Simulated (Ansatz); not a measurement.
Au (sc type), DFT, PBEsol, norm-conserving pseudopotentials, Ansatz's default files, scalar-relativistic (Ansatz 0.2.0), on 1 thread of Arm Neoverse V2 (shared host).

Command: `ansatz run input.yaml --threads 1 --pin off --max-ram 2048MiB --backend cpu --events-out ev --progress --plain --runs-dir out`

```yaml
crystal:
  lattice:
    - [2.6940425392, 0.0, 0.0]
    - [0.0, 2.6940425392, 0.0]
    - [0.0, 0.0, 2.6940425392]
  atoms:
    - { symbol: Au, position: [0.0, 0.0, 0.0] }
kpoints:
  mp_grid: { grid: [14, 14, 14] }
scf:
  occupations: { method: fermi_dirac, width: 0.08 }
hamiltonian:
  xc: pbesol
  pseudopotentials: { kind: nc }
output:
  forces: true
  stress: true
  eigenvalues: true
```

(1) How large is the problem that the program sets up?

(2) About how long does it take?

## Answers

(1) 120 irreducible k-points, 1419 plane waves at Γ, 14 bands.

(2) 6.4 s of wall time for 7 SCF iterations. Times on shared machines scatter by tens of per cent.
